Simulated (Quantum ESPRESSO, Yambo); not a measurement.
## RbHgF3: DFT and GW levels

RbHgF₃ is taken in the cubic space group Pm-3m (No. 221), the cubic perovskite structure, Pearson symbol cP5. Lattice parameters: a = b = c = 4.5492 Å, α = β = γ = 90.00°. F on 3c is coordinated by 2 Hg at 2.275 Å and 4 Rb at 3.217 Å (octahedral). Rb on 1a sees 12 F at 3.217 Å (cuboctahedral). Hg on 1b is coordinated by 6 F at 2.275 Å (octahedral). (Neighbours: up to the widest gap in distance over summed covalent radii, below 1.35, at either atom; cation-cation contacts left out.)

The geometry is that of Materials Project entry mp-7482, symmetrised and not relaxed again.

Starting point: norm-conserving PBEsol (Quantum ESPRESSO, 84 Ry, without SOC). G0W0 in Yambo: 4×4×4 Γ-centred k mesh, bands 5 to 143 and a 7 Ry block in the screening, 143 bands in G with the Bruneval-Gonze terminator, plasmon pole fitted at 27.2 eV.

The PBEsol gap along the band path is 0.46 eV and the PBEsol gap between the mesh's edge points (R → Γ) comes out as 0.46 eV. The G0W0 gap between the same points is 2.31 eV, the PBEsol smallest direct gap on the mesh (at Γ) is 2.86 eV and the G0W0 direct gap at that point is 5.19 eV.

```json
[
 {"k point": "Γ", "band": "VB", "E PBEsol (eV)": "-2.41", "E QP (eV)": "-3.92", "shift (eV)": "-1.52", "Z": "0.77"},
 {"k point": "Γ", "band": "CB", "E PBEsol (eV)": "0.46", "E QP (eV)": "1.26", "shift (eV)": "0.81", "Z": "0.85"},
 {"k point": "X", "band": "VB", "E PBEsol (eV)": "-2.02", "E QP (eV)": "-3.59", "shift (eV)": "-1.57", "Z": "0.78"},
 {"k point": "X", "band": "CB", "E PBEsol (eV)": "3.11", "E QP (eV)": "4.18", "shift (eV)": "1.08", "Z": "0.82"},
 {"k point": "M", "band": "VB", "E PBEsol (eV)": "0.00", "E QP (eV)": "-1.04", "shift (eV)": "-1.04", "Z": "0.80"},
 {"k point": "M", "band": "CB", "E PBEsol (eV)": "4.29", "E QP (eV)": "5.62", "shift (eV)": "1.33", "Z": "0.81"},
 {"k point": "R", "band": "VB", "E PBEsol (eV)": "0.00", "E QP (eV)": "-1.04", "shift (eV)": "-1.04", "Z": "0.80"},
 {"k point": "R", "band": "CB", "E PBEsol (eV)": "5.57", "E QP (eV)": "7.12", "shift (eV)": "1.55", "Z": "0.79"}
]
```

Energies count from the PBEsol valence-band maximum.

Nearest settings tried, and what they do to the gap: 1 Ry block (19 vectors against 251): +1158 meV. Not varied: bands in G, bands in W, mesh. So the settings aren't converged at that level.

Without spin-orbit coupling, band edges of such heavy elements can be off by tenths of an eV. The cell is held in this high symmetry; tilts and polar distortions were not searched.
